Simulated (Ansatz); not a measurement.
All-electron DFT: Mn2F

This is generated Mn2F in the fluorite structure, strained and with atoms displaced.

Ansatz, LAPW, all electrons; functional PBE; scalar-relativistic, point nucleus. Coarse mesh: 3×3×3 Γ-centred, σ = 0.15 eV (Fermi–Dirac). In metals such a mesh can move stress, forces and moments by their own size. The run is spin-unpolarised. With Mn in the cell, a run with spin could end lower.

Lattice vectors (Å):
```
-2.6000  0.0994  2.6650
-0.0810  2.6500  2.6835
-2.6498  2.6814  0.0497
```

| atom | x | y | z (fractional) |
| --- | --- | --- | --- |
| F1 | 0.4966 | 0.7543 | 0.1515 |
| Mn2 | 0.7117 | 0.0127 | 0.3943 |
| Mn3 | 0.2373 | 0.5064 | 0.8948 |

Forces (eV/Å): F1 (-0.227, 0.017, 0.138); Mn2 (0.483, -0.041, -0.455); Mn3 (-0.255, 0.025, 0.316).

Stress xx yy zz yz xz xy in GPa, positive in compression: -3.89 -3.32 -2.34 1.28 -0.33 -1.32.

| Property | Result |
| --- | --- |
| All-electron free energy E − TS (its zero hangs on the relativistic scheme and nucleus) | -65769.774 eV |
| Pressure | -3.18 GPa |
| Largest force | 0.664 eV/Å |

Question: What does PBE (spin-polarised) give for this geometry? Collinear spin, started from moments of 0, 5, -5 μB in the order of the atoms; one start, so the state needn't be the lowest.

Answer: Relative to PBE without spin, the pressure increases by 22.04 GPa to 18.86 GPa, and the forces move by 0.447 eV/Å (r.m.s. over the atoms). The free energy decreases by 745.2 meV an atom. The total moment is 0.00 μB and the absolute moment is 7.04 μB.

Forces in eV/Å:
```
F1   -0.087  0.032  0.059
Mn2  -0.050 -0.079 -0.160
Mn3   0.137  0.046  0.101
```
